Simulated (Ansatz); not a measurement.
Input for Ansatz (plane-wave DFT, PAW):

```yaml
crystal:
  lattice:
    - [5.2955389246, 0.0, 0.0]
    - [0.0, 6.2015449238, 0.0]
    - [0.0, 0.0, 24.8963759491]
  atoms:
    - { symbol: Hf, position: [0.2954633019, 0.5137172639, 0.3012486643] }
    - { symbol: Hf, position: [0.2045366981, 0.0137172639, 0.3012486643] }
    - { symbol: "N", position: [0.0, 0.7291561467, 0.3339553901] }
    - { symbol: "N", position: [0.5, 0.2291561467, 0.3339553901] }
    - { symbol: Hf, position: [0.7045366981, 0.9445950294, 0.3666621159] }
    - { symbol: Hf, position: [0.7954633019, 0.4445950294, 0.3666621159] }
    - { symbol: Hf, position: [0.2954633019, 0.2428734106, 0.4119450709] }
    - { symbol: Hf, position: [0.2045366981, 0.7428734106, 0.4119450709] }
    - { symbol: "N", position: [0.0, 0.4583122933, 0.4446517967] }
    - { symbol: "N", position: [0.5, 0.9583122933, 0.4446517967] }
    - { symbol: Hf, position: [0.7045366981, 0.673751176, 0.4773585225] }
    - { symbol: Hf, position: [0.7954633019, 0.173751176, 0.4773585225] }
    - { symbol: Hf, position: [0.2954633019, 0.9720295572, 0.5226414775] }
    - { symbol: Hf, position: [0.2045366981, 0.4720295572, 0.5226414775] }
    - { symbol: "N", position: [0.0, 0.18746844, 0.5553482033] }
    - { symbol: "N", position: [0.5, 0.68746844, 0.5553482033] }
    - { symbol: Hf, position: [0.7045366981, 0.4029073227, 0.5880549291] }
    - { symbol: Hf, position: [0.7954633019, 0.9029073227, 0.5880549291] }
    - { symbol: Hf, position: [0.2954633019, 0.7011857039, 0.6333378841] }
    - { symbol: Hf, position: [0.2045366981, 0.2011857039, 0.6333378841] }
    - { symbol: "N", position: [0.0, 0.9166245866, 0.6660446099] }
    - { symbol: "N", position: [0.5, 0.4166245866, 0.6660446099] }
    - { symbol: Hf, position: [0.7045366981, 0.1320634693, 0.6987513357] }
    - { symbol: Hf, position: [0.7954633019, 0.6320634693, 0.6987513357] }
basis:
  ecutwfc: 420
kpoints:
  mp_grid: { grid: [7, 6, 1] }
hamiltonian:
  xc: pbesol
scf:
  occupations: { method: gaussian, width: 0.1 }
output:
  forces: true
  stress: true
  eigenvalues: true
  write_density: true
  write_potential: true
  elf: true
  volumetric_format: npy
efield:
  axis: 3
  dipole_correction: true
  ramp_width: 0.04
```

Command:
```bash
ansatz run input.yaml --threads 2 --pin off --max-ram 5120MiB --backend cpu --events-out ev --progress --plain --runs-dir out
```

The calculation used DFT PBEsol, scalar-relativistic, plane waves, PAW (Ansatz 0.2.0).

From the run's log, abridged (iterations and final results):

```
SCF iter   1: F=—  HF=-252616.929857 eV  |F-HF|=—  |Δ(HF+E_count)|=         —  Δρ=6.27e-3  dr2=5.84e0  ethr=1.77e-3  p=0.000 e·Å  D=5.65e-12 V/Å  ΔV_dip= 0.00 eV  dr2_dipole=1.63e-6  V_vac-E_F(+/−)=3.95/3.95 eV  ⟨swp⟩=5.6  Hψ=15726  notcnv=0  defer=174
efield: sawtooth ramp at fractional position 0.9800 (placed from the atoms, in the widest stretch of the axis that holds none; the zero of the levels goes with the place), width 0.0400; the density the first Hamiltonian is built on has a dipole p = 0.000 e·Å; the dipole correction subtracts the counter field D = 5.65e-12 V/Å, which shifts the + side's vacuum level by  0.00 eV against the − side's; the planar-averaged density in the ramp window peaks in size at 2.1e-5 e/Å³
SCF iter   2: F=—  HF=-252616.743524 eV  |F-HF|=—  |Δ(HF+E_count)|=   1.86e-1  Δρ=2.09e-3  dr2=1.53e-1  ethr=1.28e-3  p=0.000 e·Å  D=3.61e-6 V/Å  ΔV_dip= 0.00 eV  dr2_dipole=2.18e-10  V_vac-E_F(+/−)=3.65/3.65 eV  ⟨swp⟩=2.0  Hψ=5180  notcnv=0  defer=572
SCF iter   3: F=—  HF=-252616.741444 eV  |F-HF|=—  |Δ(HF+E_count)|=   2.08e-3  Δρ=8.83e-4  dr2=3.61e-2  ethr=3.36e-5  p=0.000 e·Å  D=1.09e-6 V/Å  ΔV_dip= 0.00 eV  dr2_dipole=4.55e-7  V_vac-E_F(+/−)=3.63/3.63 eV  ⟨swp⟩=2.0  Hψ=7039  notcnv=0  defer=572
SCF iter   4: F=—  HF=-252616.739732 eV  |F-HF|=—  |Δ(HF+E_count)|=   1.71e-3  Δρ=3.05e-4  dr2=2.10e-3  ethr=7.91e-6  p=0.000 e·Å  D=5.06e-7 V/Å  ΔV_dip= 0.00 eV  dr2_dipole=9.66e-8  V_vac-E_F(+/−)=3.61/3.61 eV  ⟨swp⟩=2.0  Hψ=6935  notcnv=0  defer=572
SCF iter   5: F=—  HF=-252616.739448 eV  |F-HF|=—  |Δ(HF+E_count)|=   2.84e-4  Δρ=1.30e-4  dr2=2.74e-4  ethr=4.60e-7  p=0.000 e·Å  D=7.87e-7 V/Å  ΔV_dip= 0.00 eV  dr2_dipole=4.48e-9  V_vac-E_F(+/−)=3.59/3.59 eV  ⟨swp⟩=3.0  Hψ=7508  notcnv=0  defer=572
SCF iter   6: F=—  HF=-252616.739433 eV  |F-HF|=—  |Δ(HF+E_count)|=   1.48e-5  Δρ=7.67e-5  dr2=1.31e-4  ethr=6.01e-8  p=0.000 e·Å  D=2.24e-7 V/Å  ΔV_dip= 0.00 eV  dr2_dipole=1.38e-8  V_vac-E_F(+/−)=3.58/3.58 eV  ⟨swp⟩=3.0  Hψ=9340  notcnv=0  defer=572
SCF iter   7: F=—  HF=-252616.739440 eV  |F-HF|=—  |Δ(HF+E_count)|=   7.39e-6  Δρ=3.44e-5  dr2=3.91e-5  ethr=2.87e-8  p= 0.000 e·Å  D=-3.46e-8 V/Å  ΔV_dip=0.00 eV  dr2_dipole=2.34e-11  V_vac-E_F(+/−)=3.58/3.58 eV  ⟨swp⟩=2.1  Hψ=6336  notcnv=0  defer=572
SCF iter   8: F=—  HF=-252616.739424 eV  |F-HF|=—  |Δ(HF+E_count)|=   1.59e-5  Δρ=1.79e-5  dr2=1.12e-5  ethr=8.58e-9  p= 0.000 e·Å  D=-1.05e-7 V/Å  ΔV_dip=0.00 eV  dr2_dipole=7.26e-11  V_vac-E_F(+/−)=3.57/3.57 eV  ⟨swp⟩=2.4  Hψ=5373  notcnv=0  defer=534
SCF iter   9: F=—  HF=-252616.739424 eV  |F-HF|=—  |Δ(HF+E_count)|=   2.42e-7  Δρ=6.29e-6  dr2=4.37e-7  ethr=2.46e-9  p= 0.000 e·Å  D=-1.16e-7 V/Å  ΔV_dip=0.00 eV  dr2_dipole=4.06e-11  V_vac-E_F(+/−)=3.57/3.57 eV  ⟨swp⟩=2.2  Hψ=6515  notcnv=0  defer=534
SCF iter  10: F=—  HF=-252616.739424 eV  |F-HF|=—  |Δ(HF+E_count)|=   7.23e-8  Δρ=3.06e-6  dr2=1.61e-7  ethr=2.19e-11  p= 0.000 e·Å  D=-6.06e-8 V/Å  ΔV_dip=0.00 eV  dr2_dipole=5.09e-11  V_vac-E_F(+/−)=3.57/3.57 eV  ⟨swp⟩=20.7  Hψ=45154  notcnv=0
SCF iter  11: F=-252616.739424 eV  HF=-252616.739424 eV  |F-HF|=1.35e-8  |Δ(HF+E_count)|=   1.73e-8  Δρ=1.20e-6  dr2=2.69e-8  ethr=2.19e-11  p= 0.000 e·Å  D=-3.30e-8 V/Å  ΔV_dip=0.00 eV  dr2_dipole=1.61e-13  V_vac-E_F(+/−)=3.57/3.57 eV  ⟨swp⟩=11.9  Hψ=36054  notcnv=0
SCF 1 converged in 11 iterations: F = -252616.739424 eV  dr2 = 2.69e-8
WARN: The output density's exchange-correlation potential varies sharply where the density is thin. Do not read a vacuum level from v_tot or v_xc, or from such a field of the output density. On a cell that repeats whose density bears no net charge and no dipole along the vacuum's axis use v_es (v_loc + v_h of the components); under efield.dipole_correction with no amplitude use v_es + v_field, which holds any external_charges[].barrier, or the levels of the report's work_function block, which leave it out; under a non-zero efield.amplitude the vacuum is tilted and has no level; on a cell that repeats and bears such a dipole with no correction it is tilted too, and efield.dipole_correction wi ...
SCF converged after 11 iterations
Free energy (F): -252616.739424 eV
Harris-Foulkes:  -252616.739424 eV  (|F-HF|=1.35e-8)
Internal energy: -252616.645457 eV  (E = F + TS)
E sigma→0 (E₀):  -252616.692441 eV
Entropy (-TS):   -0.093967 eV (-3.915 meV/atom)
Fermi energy:    7.582314 eV
Dipole field:    D =  0.000000 V/Å  (p = -0.000001 e·Å, saw-weighted, corrected)
Work function:   Φ+ = 3.5660 eV   Φ− = 3.5660 eV
Levels:          The Fermi level and band energies are counted from a zero that moves with the ramp; work functions are not
--- Per-component energies (eV) ---
  E_band       = -4645.577228
  E_kinetic    = 7823.558950
  E_local      = -817128.631483  (includes V_loc(G=0)·N_el)
  E_nonlocal   = -19453.230931
  E_hartree    = 403200.201836
  E_xc         = -5235.199165
  E_vxc        = -4858.978481  (∫ρ·V_xc dr)
  E_paw        = -109890.001141  (= ΣΔE_a)
  E_vpaw       = 22571.405394  (= ΣTr[D̂ρ^β])
  E_aug_tail   = 0.000727  (compensation charges beyond the density's cutoff)
  E_efield     = 0.000000  (sawtooth field / dipole correction)
  E_vefield    = 0.000000  (∫n·V_field dr)
  E_ewald      = 288046.413494
  E_core_change = 20.242256  (= ΣΔE_core)
  E_smearing   = -0.093967  (= −TS)
--- Forces (eV/Å), atoms counted from 1 ---
  atom   1  Hf    -0.50782459     0.12823304     1.57911082
  atom   2  Hf     0.50782459     0.12823304     1.57911082
  atom   3  N      0.30121923     0.17446215    -1.02823522
  atom   4  N     -0.30121923     0.17446215    -1.02823522
  atom   5  Hf    -0.28318964    -0.32863808    -0.34250116
  atom   6  Hf     0.28318964    -0.32863808    -0.34250116
  atom   7  Hf    -0.44007401     0.03647968     0.04614390
  atom   8  Hf     0.44007401     0.03647968     0.04614390
  atom   9  N     -0.11044660     0.04280338    -0.14603534
  atom  10  N      0.11044660     0.04280338    -0.14603534
  atom  11  Hf     0.06436780    -0.02543547    -0.04153654
  atom  12  Hf    -0.06436780    -0.02543547    -0.04153654
  atom  13  Hf    -0.06436763     0.02543545     0.04153656
  atom  14  Hf     0.06436763     0.02543545     0.04153656
  atom  15  N      0.11044638    -0.04280335     0.14603539
  atom  16  N     -0.11044638    -0.04280335     0.14603539
  atom  17  Hf     0.44007422    -0.03647965    -0.04614357
  atom  18  Hf    -0.44007422    -0.03647965    -0.04614357
  atom  19  Hf     0.28318969     0.32863816     0.34250164
  atom  20  Hf    -0.28318969     0.32863816     0.34250164
  atom  21  N     -0.30121926    -0.17446217     1.02823516
  atom  22  N      0.30121926    -0.17446217     1.02823516
  atom  23  Hf     0.50782459    -0.12823302    -1.57911161
  atom  24  Hf    -0.50782459    -0.12823302    -1.57911161
--- Stress (GPa, compression-positive) ---
       -2.152514       0.000000       0.000000
        0.000000      -4.094863      -0.305233
        0.000000      -0.305233      -1.804945
  P = ⅓ Tr σ = -2.6841 GPa (-26.841 kbar)
--- Band table (eV; the first three rows and the last of 16) ---
  k-point 0: bands = ["-54.9305", "-54.9305", "-54.9069", "-54.9069", "-54.2006", "-54.2000", "-54.1727", "-54.1727", "-54.0634", "-54.0186", "-54.0162", "-54.0150", "-54.0103", "-54.0079", "-53.9912", "-53.9861", "-23.8457", "-23.8423", "-23.7451", "-23.7426", "-23.6664", "-23.6634", "-23.6517", "-23.6513", "-23.6456", "-23.6452", "-23.5307", "-23.3704", "-23.2554", "-23.2543", "-23.2255", "-23.2237", "-23.1843", "-23.1656", "-23.0862", "-23.0576", "-23.0395", "-23.0338", "-23.0011", "-22.9624", "-22.9502", "-22.9419", "-22.9003", "-22.8747", "-22.8672", "-22.8566", "-22.8312", "-22.7720", "-22.7118", "-22.6879", "-22.6859", "-22.6809", "-22.6477", "-22.6116", "-22.6113", "-22.5915", "-22.5 ...
  k-point 1: bands = ["-54.9289", "-54.9289", "-54.9085", "-54.9085", "-54.1987", "-54.1981", "-54.1745", "-54.1745", "-54.0611", "-54.0236", "-54.0172", "-54.0107", "-54.0095", "-54.0063", "-53.9928", "-53.9875", "-23.8266", "-23.8236", "-23.7419", "-23.7398", "-23.6553", "-23.6549", "-23.6514", "-23.6510", "-23.6474", "-23.6451", "-23.5092", "-23.3522", "-23.2905", "-23.2870", "-23.2177", "-23.2039", "-23.1723", "-23.1510", "-23.0925", "-23.0720", "-23.0448", "-23.0049", "-22.9968", "-22.9550", "-22.9385", "-22.9257", "-22.8974", "-22.8887", "-22.8626", "-22.8466", "-22.8347", "-22.7796", "-22.7197", "-22.6955", "-22.6811", "-22.6702", "-22.6646", "-22.6352", "-22.6270", "-22.5769", "-22.5 ...
  k-point 2: bands = ["-54.9246", "-54.9246", "-54.9128", "-54.9128", "-54.1936", "-54.1932", "-54.1796", "-54.1796", "-54.0544", "-54.0339", "-54.0139", "-54.0092", "-54.0068", "-54.0022", "-53.9970", "-53.9914", "-23.7838", "-23.7821", "-23.7369", "-23.7358", "-23.6648", "-23.6642", "-23.6637", "-23.6634", "-23.5884", "-23.5866", "-23.4483", "-23.3786", "-23.3754", "-23.3016", "-23.2677", "-23.1643", "-23.1625", "-23.1170", "-23.0788", "-23.0562", "-23.0336", "-22.9974", "-22.9426", "-22.9419", "-22.9200", "-22.9176", "-22.9057", "-22.8714", "-22.8441", "-22.8323", "-22.8022", "-22.7817", "-22.7690", "-22.7176", "-22.7064", "-22.6932", "-22.6779", "-22.6546", "-22.6440", "-22.6349", "-22.6 ...
  k-point 15: bands = ["-54.9185", "-54.9185", "-54.9185", "-54.9185", "-54.1858", "-54.1858", "-54.1857", "-54.1857", "-54.0322", "-54.0322", "-54.0163", "-54.0163", "-54.0063", "-54.0063", "-54.0016", "-54.0016", "-23.7458", "-23.7458", "-23.7455", "-23.7455", "-23.6722", "-23.6722", "-23.6720", "-23.6720", "-23.4865", "-23.4865", "-23.4862", "-23.4862", "-23.2888", "-23.2888", "-23.2316", "-23.2316", "-23.1522", "-23.1522", "-23.0943", "-23.0943", "-23.0477", "-23.0477", "-22.9591", "-22.9591", "-22.9137", "-22.9137", "-22.8943", "-22.8943", "-22.8010", "-22.8010", "-22.7630", "-22.7630", "-22.7122", "-22.7122", "-22.6864", "-22.6864", "-22.6534", "-22.6534", "-22.6432", "-22.6432", "-22. ...
```

Self-consistency was reached.

Time: 4.4 min on 2 threads of Intel(R) Xeon(R) 6975P-C (Granite Rapids) (shared host), peak memory 3.7 GiB.

Spin–orbit coupling is left out, which can shift energies with elements as heavy as these.